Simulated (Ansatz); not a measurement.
Relaxed-ion elastic tensor of As (diamond, space group No. 227) in GPa (Voigt order), DFT-r²SCAN in the program Ansatz with PAW potentials; density 4.48 g/cm³, 27.77 Å³ per atom.

```
 34.4   58.0   58.0    0.0    0.0    0.0
 58.0   34.4   58.0    0.0    0.0    0.0
 58.0   58.0   34.4    0.0    0.0    0.0
  0.0    0.0    0.0  -38.8    0.0    0.0
  0.0    0.0    0.0    0.0  -38.8    0.0
  0.0    0.0    0.0    0.0    0.0  -38.8
```

Task: Is the crystal mechanically stable?

Result: No: the smallest eigenvalue of C is -38.8 GPa.

Space group Fd-3m (diamond). The start of the workflow was typed in or built on a structure type; neither database checked (COD, Materials Project) lists it. It is not the phase usual at ambient conditions (space group No. 166). The cell was relaxed with r²SCAN under the symmetry of its start. At this level the phase is mechanically unstable. As this level gives no gap, shear constants depend on the k-mesh and smearing (Fermi–Dirac, 0.1 eV here).

Potentials: the later of the program's two PAW sets.
